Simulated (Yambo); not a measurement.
```
CELL_PARAMETERS angstrom
      5.62224     0.00000     0.00000
      0.00000     5.62224     0.00000
      0.00000     0.00000     5.62224
ATOMIC_POSITIONS crystal
  Cl 0.00000 0.50000 0.50000
  Cl 0.50000 0.00000 0.50000
  Cl 0.50000 0.50000 0.00000
  Cs 0.00000 0.00000 0.00000
  Pb 0.50000 0.50000 0.50000
```

CsPbCl3 (cubic perovskite, space group Pm-3m, No. 221): mean Im ε in 1 eV windows above the direct gap of 3.46 eV, for different electron-hole kernels (Yambo, broadening 0.15 eV, PBE (pw.x of Quantum ESPRESSO, ONCV potentials, no spin-orbit coupling) bands; 6×6×6 mesh, 9 valence and 6 conduction bands, static screening with 88 bands and a 3 Ry block, scissor 1.48 eV, Tamm-Dancoff; field along x).

```json
[
 {"window (eV)": "3.5 to 4.5", "independent quasiparticles": "1.3", "RPA (no attraction)": "1.1", "BSE": "4.6"},
 {"window (eV)": "4.5 to 5.5", "independent quasiparticles": "3.0", "RPA (no attraction)": "2.8", "BSE": "3.6"},
 {"window (eV)": "5.5 to 6.5", "independent quasiparticles": "3.0", "RPA (no attraction)": "2.9", "BSE": "2.2"}
]
```

This run doesn't resolve bound excitons or single peaks, so only averages are given, and they too depend on the mesh; weight that the attraction moves below the gap isn't listed. All transitions below 7.09 eV are in the band window. The scissor comes from a G0W0 run whose convergence isn't established.

Spin-orbit coupling is left out; with 6p states at a band edge it can lower the gap by many tenths of an eV, most of a small gap. The cell is held in this high symmetry; tilts and polar distortions were not searched.

Bands and orbitals come from the standard potentials; the scissor and the G0W0 gaps come from a run at the same geometry on the stringent ones, which hold whole semicore shells in the valence.

Geometry relaxed with PBEsol.
